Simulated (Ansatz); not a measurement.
## MgH8Cl2O4, one structure, two calculations

Cell: a refined structure from the COD, its atoms then relaxed with PBE in this cell.

Space group Pbcn (No. 60); a = 7.2557, b = 8.4285, c = 11.0412 Å.

| site | Wyckoff | site symmetry | x | y | z |
| --- | --- | --- | --- | --- | --- |
| Mg | 4c | .2. | 0.5000 | 0.8774 | 0.2500 |
| H5 | 8d | 1 | 0.7089 | 0.9676 | 0.0556 |
| H13 | 8d | 1 | 0.6981 | 0.7839 | 0.0543 |
| H21 | 8d | 1 | 0.5713 | 0.5608 | 0.3032 |
| H29 | 8d | 1 | 0.5739 | 0.1943 | 0.3014 |
| Cl | 8d | 1 | 0.2276 | 0.8785 | 0.0996 |
| O45 | 4c | .2. | 0.5000 | 0.6319 | 0.2500 |
| O49 | 8d | 1 | 0.6864 | 0.8758 | 0.1087 |
| O57 | 4c | .2. | 0.5000 | 0.1231 | 0.2500 |

One atom of each set is listed.

First run. All values are calculated (Ansatz; DFT, PBE, plane waves and PAW, scalar-relativistic, 420 eV cutoff, Γ-centred 3×3×2 k-points, Fermi–Dirac smearing 0.02 eV), not measured.

```json
{"site": "Mg", "V_zz (10²¹ V/m²)": "2.07", "η": "0.31"}
{"site": "H5", "V_zz (10²¹ V/m²)": "3.60", "η": "0.13"}
{"site": "H13", "V_zz (10²¹ V/m²)": "3.59", "η": "0.13"}
{"site": "H21", "V_zz (10²¹ V/m²)": "3.52", "η": "0.14"}
{"site": "H29", "V_zz (10²¹ V/m²)": "3.54", "η": "0.14"}
{"site": "Cl", "V_zz (10²¹ V/m²)": "1.94", "η": "1.00"}
{"site": "O45", "V_zz (10²¹ V/m²)": "-15.14", "η": "0.64"}
{"site": "O49", "V_zz (10²¹ V/m²)": "-14.75", "η": "0.67"}
{"site": "O57", "V_zz (10²¹ V/m²)": "-15.27", "η": "0.63"}
```

Second run. The same atoms and settings, except that the functional is r2SCAN and the cutoff is 500 eV.

(1) Given the first result, estimate the second.

Answers

(1) 

```csv
site,V_zz,η,change of V_zz
Mg,2.09,0.30,+0.02
H5,3.51,0.14,-0.09
H13,3.50,0.14,-0.09
H21,3.42,0.15,-0.10
H29,3.45,0.15,-0.09
Cl,1.76,0.94,-0.18
O45,-15.36,0.65,-0.22
O49,-15.05,0.68,-0.30
O57,-15.48,0.64,-0.21
```

The largest change of V_zz is on O49, from -14.75 to -15.05. In per cent, |V_zz| changes by +1 on Mg, -3 on H, -9 on Cl, +1 to +2 on O (all sites that start above 0.5).

The lattice is static: at room temperature water may turn and average the couplings of its hydrogen. The entry's hydrogen positions were far off; the other atoms hardly move on relaxation.
For the second run: The largest force is 0.5 eV/Å, so the atoms aren't at the calculated equilibrium and relaxing them would move these values.
